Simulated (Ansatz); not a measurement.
## Cs₃SI: rattling a relaxed structure

The structure comes from a generated guess, relaxed at this level; another structure or a mixture of phases may lie lower.

Method: Ansatz, DFT PBE, scalar-relativistic, plane waves, PAW. Plane waves to 420 eV, a k mesh through Γ of 4×4×4 on the computed 5-atom cell and Gaussian smearing (0.02 eV); no spin polarisation.

The cell below (5 atoms, space group Pm-3m (No. 221)) is relaxed within its symmetry.

```
Cs S I
1.0
     6.68262    0.00000    0.00000
     0.00000    6.68262    0.00000
     0.00000    0.00000    6.68262
Cs S I
3 1 1
Direct
  0.00000 0.50000 0.50000
  0.50000 0.00000 0.50000
  0.50000 0.50000 0.00000
  0.50000 0.50000 0.50000
  0.00000 0.00000 0.00000
```

For the test a repeat of it with 10 atoms (edges 6.68, 6.68, 13.37 Å) was strained at random (σ = 1.5 % a component), the atoms were moved at random (σ = 0.10 Å), and all was relaxed again on a coarse 2×2×1 mesh (in the run’s order of axes) with 0.10 eV smearing, with no symmetry imposed.

These runs have no spin–orbit coupling, which can matter for I.

Q: Is the structure stable against such a distortion?

A: It doesn't return. The energy falls by 36 meV/atom on that mesh, the volume changes by -1.4 %, and the end has space group R3 (No. 146) at a loose tolerance. Relaxed again on a 6×6×6 mesh with 0.02 eV smearing, the new structure lies 17 meV/atom below the first (mesh in the axes of the run's cell; the cell below is made exact in the group named). Space group R3 (No. 146), trigonal, a = 9.123 Å, c = 12.292 Å. Cs has 2 S at 3.37–3.45 Å and 2 I at 4.03 Å; S is surrounded by 6 Cs at 3.37–3.45 Å; I has 6 Cs at 4.03 Å.

```xyz
5
Lattice="4.5617 2.6337 4.0972 -4.5617 2.6337 4.0972 0.0000 -5.2674 4.0972" Properties=species:S:1:pos:R:3 pbc="T T T"
Cs   -2.7243    0.8168    7.9458
Cs    2.0695    1.9509    7.9458
Cs    0.6548   -2.7677    7.9458
S     0.0000    0.0000    6.1367
I     0.0000    0.0000    0.7512
```
